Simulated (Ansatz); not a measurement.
Q: Zn (hcp (Mg type), P6_3/mmc) is relaxed with plane-wave PAW LDA (Ansatz code). What lattice parameters of the conventional cell result?

A: a = 2.550 Å, c = 4.863 Å.

Its a lies over 2 % below tabulated measurements.

The cell was relaxed with LDA under the symmetry of its start. Axis ratios of metals converge slowly with the k-mesh, so a and c are less sure than the volume.

Potentials: the later of the program's two PAW sets.
